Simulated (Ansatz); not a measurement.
Data:

TiNi:
```cif
data_Ni2Ti2
_chemical_formula_sum 'Ti2 Ni2'
_space_group_name_H-M_alt 'P 1'
_space_group_IT_number 1
_cell_length_a 4.90543
_cell_length_b 4.90543
_cell_length_c 3.97483
_cell_angle_alpha 90.000
_cell_angle_beta 90.000
_cell_angle_gamma 145.573
loop_
_space_group_symop_operation_xyz
  'x, y, z'
loop_
_atom_site_label
_atom_site_type_symbol
_atom_site_fract_x
_atom_site_fract_y
_atom_site_fract_z
_atom_site_occupancy
Ti1 Ti 0.85777 0.14223 0.75000 1
Ti2 Ti 0.14223 0.85777 0.25000 1
Ni1 Ni 0.58524 0.41476 0.75000 1
Ni2 Ni 0.41476 0.58524 0.25000 1
```

This is the r²SCAN-relaxed structure.

**Question.** All from r²SCAN (plane waves, PAW; program Ansatz), unless another level is named. Give the formation energy from the elements (no fitted shifts).

**Answer.** -0.40 eV/atom.

**Question.** What about the density of states at the Fermi level?

**Answer.** 0.36 states/eV per atom (mean over ±0.08 eV).

Space group Cmcm. The start of the workflow was typed in or built on a structure type; neither database checked (COD, Materials Project) lists it. COD files the formula under space group No. 11, 147. Its standing as an ambient phase is unchecked. The cell was relaxed with r²SCAN under the symmetry of its start; its stability against distortions is not shown here. The workflow began spin-polarised and lost its moments. The references are the lowest solids computed at this level, not always the standard phases.

Potentials: the later of the program's two PAW sets.
